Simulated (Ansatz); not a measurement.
One stationary structure of SnSe. Space group Pnma (No. 62). Calculation: PBEsol (plane waves to 420 eV, PAW, scalar-relativistic; Ansatz, a quantum-chemistry and plane-wave program).

```cif
data_Se4Sn4
_chemical_formula_sum 'Sn4 Se4'
_space_group_name_H-M_alt 'Pnma'
_space_group_IT_number 62
_space_group_name_Hall '-P 2ac 2n'
_cell_length_a 8.18064
_cell_length_b 4.12606
_cell_length_c 6.09103
_cell_angle_alpha 90.000
_cell_angle_beta 90.000
_cell_angle_gamma 90.000
loop_
_atom_site_label
_atom_site_type_symbol
_atom_site_symmetry_multiplicity
_atom_site_Wyckoff_symbol
_atom_site_fract_x
_atom_site_fract_y
_atom_site_fract_z
_atom_site_occupancy
Sn1 Sn 4 c 0.10348 0.75000 0.18620 1
Se1 Se 4 c 0.33578 0.25000 0.13278 1
```

```yaml
volume_per_atom: 25.70 Å³
band_gap: no gap on the sampled points, where the bands overlap only slightly; such a result is sensitive to mesh and level
shortest_distances: Se–Sn 2.77 Å; Sn–Sn 3.50 Å
k-mesh: 6×11×8
```

Band energies at high-symmetry points (eV from the Fermi level; labels of this space group; no spin-orbit coupling), from −5 eV up to 3.6 eV:

```json
[
 {"point": "Γ", "energies": "-3.97 -3.80 -3.71 -2.49 -2.43 -2.42 -1.90 -1.78 -1.19 -0.84 -0.10 1.02 1.09 1.41 1.93 3.13 3.29"},
 {"point": "X", "energies": "-4.29 -4.29 -3.41 -3.41 -3.24 -3.24 -1.75 -1.75 -1.71 -1.71 -0.65 -0.65 2.04 2.04 2.19 2.19 2.43 2.43"},
 {"point": "S", "energies": "-4.49 -4.49 -4.49 -4.49 -3.64 -3.64 -3.64 -3.64 -1.89 -1.89 -1.89 -1.89 2.03 2.03 2.03 2.03 3.47 3.47 3.47 3.47"},
 {"point": "Y", "energies": "-4.08 -4.08 -3.99 -3.99 -2.79 -2.79 -2.32 -2.32 -0.94 -0.94 0.61 0.61 2.84 2.84 3.44 3.44"},
 {"point": "Z", "energies": "-3.32 -3.32 -3.00 -3.00 -2.79 -2.79 -1.97 -1.97 -1.34 -1.34 -0.31 -0.31 0.77 0.77 1.17 1.17 1.48 1.48 3.27 3.27"},
 {"point": "U", "energies": "-3.07 -3.07 -2.74 -2.74 -2.48 -2.48 -2.40 -2.40 -1.45 -1.45 -1.31 -1.31 1.34 1.34 2.31 2.31 2.31 2.31 2.62 2.62"},
 {"point": "R", "energies": "-3.81 -3.81 -3.81 -3.81 -3.16 -3.16 -3.16 -3.16 -1.50 -1.50 -1.50 -1.50 1.31 1.31 1.31 1.31 3.12 3.12 3.12 3.12"},
 {"point": "T", "energies": "-4.85 -4.85 -4.76 -4.76 -1.95 -1.95 -1.77 -1.77 -1.75 -1.75 -0.34 -0.34 -0.19 -0.19 1.10 1.10 1.89 1.89 2.82 2.82"}
]
```

No spin polarisation in the result.

The run could not lose the symmetry of its start.

The first start was generated by placing the elements on the sites of a structure type. A measured structure of SnSe has the same space group, Pnma (No. 62); the sites were not compared with it.
